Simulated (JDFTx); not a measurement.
Part of a log of JDFTx (a modified build) for ethoxide, C2H5O (SMILES CC[O-]), charge -1, multiplicity 1 (PBE, GBRV ultrasoft potentials, plane waves to 20/100 Ha):

```
unit cell volume = 9812.5
Chosen fftbox size, S = [  100  96  96  ]
unit cell volume = 9812.5
Chosen fftbox size, S = [  96  90  84  ]
  'C' pseudopotential, 'SLA  PW   PBE  PBE' functional
  4 valence electrons, 2 orbitals, 4 projectors, 721 radial grid points, with lMax = 1
  'O' pseudopotential, 'SLA  PW   PBE  PBE' functional
  6 valence electrons, 2 orbitals, 5 projectors, 737 radial grid points, with lMax = 2
  'H' pseudopotential, 'SLA  PW   PBX  PBC' functional
  1 valence electrons, 1 orbitals, 2 projectors, 615 radial grid points, with lMax = 0
Initialized 3 species with 8 total atoms.
Folded 1 k-points by 1x1x1 to 1 k-points.
nElectrons:  20.000000   nBands: 10   nStates: 1
average nbasis = 41911.000 , ideal nbasis = 41919.748
Correction to mu due to finite nuclear width = -0.0019212
   Cavity determined by nc: 0.00142 and sigma: 0.707107
   Nonlocal vdW cavity from gaussian model electron density with norm = 8 and sigma = 0.993594 bohr
   Charge asymmetry in cavity with sensitivity pCavity = 36.5 e-bohr/Eh
   Electrostatic cavity expanded by eta = 1.46 bohrs
   Weighted density cavitation model constrained by Nbulk: 0.0049383 bohr^-3, Pvap: 3.14029 kPa, Rvdw: 2.61727 bohr and sigmaBulk: 4.62e-05 Eh/bohr^2 at T: 298 K.
   Weighted density dispersion model using vdW pair potentials with single solvent site with sqrtC6eff: 0.77 SI.
[...]
	Linear fluid (dielectric constant: 78.4, screening length: 5.74355 Bohr) occupying 0.874740 of unit cell:	Completed after 17 iterations
[... later lines of the fluid solver are left out ...]
ElecMinimize: Iter:   0  Etot: -30.547884269113727  |grad|_K:  1.526e-04  alpha:  1.000e+00
ElecMinimize: Iter:   1  Etot: -30.563694463201792  |grad|_K:  1.258e-04  alpha:  1.593e+00  linmin: -3.063e-02
[... lines cut ...]
ElecMinimize: Iter:   2  Etot: -30.579017832698934  |grad|_K:  7.361e-07  alpha:  1.023e+00  linmin: -6.325e-02
ElecMinimize: Iter:   3  Etot: -30.579018071132211  |grad|_K:  3.706e-07  alpha:  9.908e-01  linmin: -1.150e-02
ElecMinimize: Iter:   4  Etot: -30.579018131516133  |grad|_K:  1.891e-07  alpha:  1.107e+00  linmin:  1.655e-02
ElecMinimize: Iter:   5  Etot: -30.579018148107430  |grad|_K:  1.088e-07  alpha:  1.124e+00  linmin: -4.353e-06
ElecMinimize: Converged (|Delta Etot|<1.000000e-07 for 2 iters).

# Energy components:
   A_diel =       -0.1092007800367678
   Eewald =       19.3750694404370662
       EH =       47.0313555561023406
     Eloc =     -107.9840816414236144
      Enl =        3.7022847686491120
      Exc =       -9.3001445564245646
 Exc_core =        0.1324010666070249
       KE =       16.5752192021582161
  MuShift =       -0.0019212041762472
-------------------------------------
     Etot =      -30.5790181481074299

IonicMinimize: Iter:   6  Etot: -30.579018148107430  |grad|_K:  3.722e-04  alpha:  1.000e+00  linmin: -1.832e-01
IonicMinimize: Converged (|grad|_K<4.000000e-04).

	eMin: -0.838264 at state 0 ( [ +0.000000 +0.000000 +0.000000 ] spin 0 )
	HOMO: -0.184559 at state 0 ( [ +0.000000 +0.000000 +0.000000 ] spin 0 )
```

Question: Which solvation model was used?
A. linear PCM without cavity terms (LA12)
B. SCCS (g03 parameters)
C. SCCS (cation parameters)
D. CANDLE

Answer: D, CANDLE. The liquid was water (dielectric constant 78.4), 1 M KF.
